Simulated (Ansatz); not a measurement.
## TiTc: levels along high-symmetry lines

```
Ti Tc
1.0
     3.11000    0.00000    0.00000
     0.00000    3.11000    0.00000
     0.00000    0.00000    3.11000
Ti Tc
1 1
Direct
  0.50000 0.50000 0.50000
  0.00000 0.00000 0.00000
```

Atoms are numbered in the order listed.

The geometry is COD entry 1527274, unchecked; take it as a test cell.

Spin polarisation is left out, and whether a magnetic state lies lower isn't shown here.

The calculation used Ansatz 0.2.0, DFT, PBEsol, all-electron LAPW, scalar-relativistic.

Sampling and basis: a Γ-centred 12×12×12 k mesh, Fermi–Dirac smearing of 0.08 eV, basis error target 0.25 meV/atom, no spin polarisation.

Points in fractions of the reciprocal vectors of this cell: Γ (0, 0, 0), X (0, 0.5, 0), M (0.5, 0.5, 0), R (0.5, 0.5, 0.5). The path joins them by straight lines in the order Γ–X–M–Γ–R–X–R–M; legs that retrace an earlier one aren't tabulated. Energies are in eV from the Fermi level.

Problem. Is there a gap?

Solution. none: with an odd electron count and no spin polarisation the bands can't all be full, a metal in this set-up (spin order or a larger cell could open a gap).

Problem. List the levels between -20 and 1 eV at the symmetry points.

Solution. 
Γ: -6.42, -3.95 (×2), -0.23 (×3)
X: -3.47, -2.38, -2.23, -0.42 (×2), -0.18, 0.97
M: -4.07, -3.79, -1.96 (×2)
R: -2.39 (×3), -0.56 (×3)
